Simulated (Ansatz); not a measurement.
The cell below belongs to a search over invented structures; it isn't taken from experiment.

Input and command of a plane-wave DFT calculation in Ansatz:

```yaml
crystal:
  lattice:
    - [4.6413506561, 0.0, 0.0]
    - [0.0, 4.6413506561, 0.0]
    - [0.0, 0.0, 12.8930080745]
  atoms:
    - { symbol: In, position: [0.5, 0.0, 0.8706279443] }
    - { symbol: In, position: [0.0, 0.5, 0.1293720557] }
    - { symbol: In, position: [0.5, 0.0, 0.3874991434] }
    - { symbol: In, position: [0.0, 0.5, 0.6125008566] }
    - { symbol: Sb, position: [0.0, 0.0, 0.0] }
    - { symbol: Sb, position: [0.5, 0.5, 0.2583121122] }
    - { symbol: Sb, position: [0.5, 0.5, 0.7416878878] }
    - { symbol: As, position: [0.0, 0.0, 0.5] }
basis:
  ecutwfc: 420
kpoints:
  mp_grid: { grid: [8, 8, 4] }
hamiltonian:
  xc: pbe
scf:
  occupations: { method: gaussian, width: 0.1 }
output:
  forces: true
  stress: true
  eigenvalues: true
  write_density: true
  write_potential: true
  elf: true
  volumetric_format: npy
relax:
  adjacent_minimum: "off"
  f_tol: 0.01
  max_steps: 80
  cell: { stress_tol: 0.05 }
```

```bash
ansatz run input.yaml --threads 1 --pin off --max-ram 2560MiB --backend cpu --events-out ev --progress --plain --runs-dir out
```

Processor: Intel(R) Xeon(R) Processor @ 2.50GHz (Skylake/Cascade Lake), 1 thread, on a host shared with other jobs.

Question: How long does it run, and how much memory does it take?

Answer: About 13 min, peak memory 0.93 GiB. It solves 68 bands at 45 k points (after reduction by symmetry) with about 5435 plane waves (on the last cell), in 32 SCF iterations over 5 ionic steps.
